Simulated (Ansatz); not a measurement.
Consider a crystal of Sn₃Te₂O in space group P6/mmm (No. 191), with Sn on 3g; Te on 2c; O on 1b.

The calculation used Ansatz 0.2.0, DFT PBE, scalar-relativistic, plane waves, PAW. Cutoff 420 eV, Γ-centred mesh, Gaussian smearing, no spin polarisation.

Formation energies are uncorrected and refer to the elements' standard structures at the same level (O₂ as a molecule). The references include grey tin.

Question: Predict the relaxed structure.

Answer:

Space group P6/mmm (No. 191). a = 5.913 Å, b = 5.913 Å, c = 5.928 Å, α = 90.00°, β = 90.00°, γ = 120.00°
| atom | site | symmetry | x | y | z |
| --- | --- | --- | --- | --- | --- |
| Sn | 3g | mmm | 0.5000 | 0.0000 | 0.5000 |
| Te | 2c | -6m2 | 0.3333 | 0.6667 | 0.0000 |
| O | 1b | 6/mmm | 0.0000 | 0.0000 | 0.5000 |

Sn is surrounded by 2 O at 2.96 Å, 4 Sn at 2.96 Å and 4 Te at 3.42 Å; around Te lie 3 Te at 3.41 Å and 6 Sn at 3.42 Å; around O lie 6 Sn at 2.96 Å (long contacts). Another local minimum with the same sites may exist.

Question: And its energy and gap?

Answer: The formation energy is +0.26 eV/atom and the gap on the 6×6×6 mesh of the 6-atom cell is 0 eV (a metal). It can't be a ground state, since the elements alone are lower.

The last run used Gaussian smearing of 0.10 eV. Spin–orbit coupling, which can matter for Te, is left out. The reference form of Te is held partly by dispersion forces, which this level lacks. A structure relaxed within its symmetry needn't be a true minimum. Another cell of Sn3Te2O relaxed alike, in R-3m, lies 0.35 eV/atom lower, so this cell isn't the stable form at this level.
